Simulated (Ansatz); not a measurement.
4 guesses for HoGeF₄ and where they end

These are results of DFT PBE, scalar-relativistic, plane waves, PAW, and for the lanthanide a 4f-in-core norm-conserving potential, in Ansatz, not measurements. Settings: cutoff 690 eV, Γ-centred meshes spaced at most about 0.3 Å⁻¹, and about 0.25 Å⁻¹ or finer for metals (2π included), Gaussian smearing. No spin polarisation in the final relaxations.

Each guess was relaxed in cell and atoms at zero pressure, within the symmetry of its start. These are static total energies at zero pressure. Coordination counts F atoms around Ge and Ho (those within 1.25 times the shortest such distance or 1.15 times the sum of covalent radii, 1.27 where that leaves under three; a plus sign parts nearer from farther groups; the shortest distance is added where it exceeds 1.18 times the sum of covalent radii).

```tsv
guess	made from	start group	V start (Å³/atom)	end group	V end (Å³/atom)	coordination at the end	gap on mesh (eV)	E over the lowest end (meV/atom)
1	random cell	P4/mmm	16.7	P4/mmm	15.3	Ho 8, Ge 8 from 2.6 Å	0	143
2	Be4AlNi type	F-43m	14.9	?	?	?	?	?
3	random cell	P4/mmm	15.8	P4/mmm	17.1	Ho 2, Ge 2+8 from 2.4 Å	0	998
4	NbMoO4 type	Cmmm	15.3	Cmmm	24.5	Ho 6, Ge 4 from 2.4 Å	0	0
```

Guess 2 as it starts:

```yaml
crystal:
  lattice:
    - [0.00000, 3.54639, 3.54639]
    - [3.54639, 0.00000, 3.54639]
    - [3.54639, 3.54639, 0.00000]
  atoms:
    - { symbol: Ho, position: [0.75000, 0.75000, 0.75000] }
    - { symbol: Ge, position: [0.00000, 0.00000, 0.00000] }
    - { symbol: F, position: [0.87913, 0.37362, 0.37362] }
    - { symbol: F, position: [0.37362, 0.37362, 0.37362] }
    - { symbol: F, position: [0.37362, 0.87913, 0.37362] }
    - { symbol: F, position: [0.37362, 0.37362, 0.87913] }
```

Question: Fill in the missing row: what does this guess relax into, and where does it rank?

Answer: It ends in space group F-43m (No. 216), with a = 6.739 Å, 12.8 Å³/atom and no gap. It lies 1.40 eV/atom over the lowest end, above guess 3 and so the highest of the set. Counting F atoms around Ge and Ho, this end has Ho 12, Ge 12 from 2.8 Å and the lowest (guess 4) has Ho 6, Ge 4 from 2.4 Å.

```xyz
6
Lattice="0.0000 3.3695 3.3695 3.3695 0.0000 3.3695 3.3695 3.3695 0.0000" Properties=species:S:1:pos:R:3 pbc="T T T"
Ho    5.0542    5.0542    5.0542
Ge    0.0000    0.0000    0.0000
F     2.5310    2.5310    2.5310
F     2.5310    4.2079    4.2079
F     4.2079    4.2079    2.5310
F     4.2079    2.5310    4.2079
```

Formation energies are uncorrected and refer to the elements' standard structures at the same level (F₂ as a molecule).

Question: Is the lowest end bound against the elements?

Answer: Yes: its formation energy is −2.85 eV/atom. It lies below the elements, which doesn't yet make it stable against other compounds or structures.

No dispersion correction is applied, so the spacing and binding between layers, chains or molecules are poorly described (Cmmm), and this can change margins and order among such cells. In Cmmm, P4/mmm at 15.3 Å³/atom, P4/mmm at 17.1 Å³/atom, F-43m an odd number of valence electrons (the lanthanide is held trivalent, its 4f shell in the core) allows no gap without spin; another valence of the lanthanide, a larger cell or a magnetic state could open one. A magnetic state wasn't ruled out in cells without spin, among them F-43m. Cells relaxed within their symmetry can be saddle points. A lower structure may well exist outside this small set. Some structure types and database cells were kept out of the candidates from the start, so a known form may be missing.

The lanthanide is trivalent by construction, without f bands, f moments or other valences. The reference runs of the other elements, and any phases without the lanthanide, used 420 eV, which shifts energies against them by under 10 meV/atom. The lanthanide's reference is the lowest of its hcp, dhcp and fcc cells.
